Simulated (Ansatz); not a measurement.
One starting cell of Al (a randomly generated symmetric cell of Al (space group No. 225)) was relaxed twice with Ansatz (plane waves, PAW, scalar-relativistic): with r2SCAN at 500 eV and with PBE at 420 eV. The r2SCAN result:

Space group Fm-3m (No. 225); a = b = c = 6.171 Å, α = β = γ = 90.00°

```tsv
atom	site	symmetry	x	y	z
Al	8c	-43m	0.2500	0.2500	0.2500
Al	4b	m-3m	0.5000	0.5000	0.5000
```
(The calculation used a cell of 3 atoms; values per cell refer to that cell.)

| quantity | r2SCAN | PBE |
|---|---|---|
| space group | Fm-3m | Fm-3m |
| volume (Å³/atom) | 19.58 | ? |
| a (Å) | 6.171 | ? |
| gap (eV, no spin-orbit coupling) | 0.00 | ? |

Problem. What does PBE give for the same quantities?

Solution. 
- volume (Å³/atom), PBE: 19.98
- a (Å), PBE: 6.212
- gap (eV, no spin-orbit coupling), PBE: 0.00

Both levels end in the same structure; PBE's volume is 2.0 % larger. Neither column is exact.

No spin polarisation in the result.

The run could not lose the symmetry of its start, so the end can be a saddle point.

All atoms sit on sites fixed by symmetry, so only the cell could relax.

The relaxed structure here is a generated cell of Al: the first start was made by a random draw of sites in a space group, and the end was not matched to a known phase here, so it may be hypothetical. A known form of Al has the same space group but another cell.

Ansatz is a quantum-chemistry and plane-wave program.
